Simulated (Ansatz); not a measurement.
ZnIr: strain energy, fitted

ZnIr, P-6m2, a = 2.758 Å, c = 4.153 Å. The structure is a Materials Project entry; whether it is the stable form wasn't checked. Ansatz: PBEsol, PAW, 420 eV, Γ-centred 18×18×10 mesh on 2 atoms, Gaussian smearing 0.10 eV; no spin polarisation. Series: uniaxial strain along c, with a, b and atoms relaxed; x is the strain in per cent. y is the free energy over the unstrained cell, V0 = 13.678 Å³/atom.

```
x (%) y (meV/atom)
 -3.0         11.89
 -2.0             ?
 -1.0          1.26
  0.0          0.00
  1.0          1.25
  2.0          4.91
  3.0         10.92
```

Fit y = c2 x² + c3 x³ to the other rows, turn c2 into a modulus, and predict the missing energy.

Least squares on the rows shown. y = 1.267 x² − 0.01802 x³. In eV per unit strain² c2 is 12.67; this is Young's modulus along the axis (E = ½ Y V0 ε²): 2 × 12.67 × 160.2 / (13.678) = 297 GPa. At x = -2.0 the fit asked for gives 5.21 meV/atom. The run gave 5.18 meV/atom, so the fit is 0.03 meV/atom too high, a small miss on the scale of the series.

Spin–orbit coupling is left out, which can shift energies with elements as heavy as these.